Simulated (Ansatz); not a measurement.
AlNi:
```
AlNi
1.0
    2.86330     0.00000     0.00000
    0.00000     2.86330     0.00000
    0.00000     0.00000     2.86330
Al Ni
1 1
Direct
  0.00000   0.00000   0.00000
  0.50000   0.50000   0.50000
```

Relaxed with r²SCAN. Special points in fractions of this cell's reciprocal vectors: Γ (0.000, 0.000, 0.000); X (0.000, 0.500, 0.000); M (0.500, 0.500, 0.000); R (0.500, 0.500, 0.500).

Task: List the band energies nearest the Fermi level at these points for r²SCAN in the plane-wave PAW code Ansatz.

Result: In eV from the Fermi level; about four levels below and three above (degenerate sets whole), none deeper than 8.9 eV; points with the same levels are listed once.

```csv
k,below,above
Γ,-3.42 -3.42 -1.60 -1.60 -1.60,5.97 5.97 5.97
X,-2.36 -2.36 -1.51 -0.62,8.65 10.63 10.63
M,-3.16 -3.16 -2.18 -2.18 -1.01,1.63 2.84 13.50
R,-4.37 -4.37 -4.37 -0.98 -0.98,2.01 2.01 2.01
```

Space group Pm-3m (CsCl type). The cell was relaxed with r²SCAN under the symmetry of its start. The workflow began spin-polarised and lost its moments.

Potentials: the later of the program's two PAW sets.
